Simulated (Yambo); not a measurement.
Yambo run on MgO (rock salt, space group Fm-3m, No. 225). The wavefunctions are PBEsol (pw.x of Quantum ESPRESSO, ONCV potentials, no spin-orbit coupling) ones on a 6×6×6 mesh (8 occupied bands); a = b = c = 2.979 Å, α = β = γ = 60.00°.

Yambo input:

```
rim_cut
gw0
dyson
el_el_corr
HF_and_locXC
ppa
em1d
RandQpts= 1000000
RandGvec= 1 Ry
EXXRLvcs= 84 Ry
VXCRLvcs= 336 Ry
Chimod= "HARTREE"
% BndsRnXp
 2 | 71 |
%
NGsBlkXp= 14 Ry
% LongDrXp
 1.0 | 1.0 | 1.0 |
%
PPAPntXp= 27.2114 eV
% GbndRnge
 1 | 25 |
%
GTermKind= "BG"
DysSolver= "n"
ExtendOut
% QPkrange
 1 | 1 | 8 | 9 |
%
```

k points by index: 1 = Γ.

Table of the .qp output:

```
#    K-point    Band    Eo [eV]    E [eV]    E-Eo [eV]    Vxc [eV]    Vnlxc [eV]    Sc|Eo [eV]    Sc|E [eV]    dSc/dw|Eo [eV]    Re(Z)    Im(Z)
#
    1    8    0.000000    -1.599427    -1.599427    -19.88964    -25.43194    3.555008    3.942871    -6.598353    0.804837    -0.001063
    1    9    4.659267    5.665615    1.006348    -13.69010    -9.038397    -3.470544    -3.645360    -4.726671    0.852004    -0.784705E-3
```
(The two width columns are left out.) Convergence of these settings isn't established.

Geometry relaxed with PBEsol.
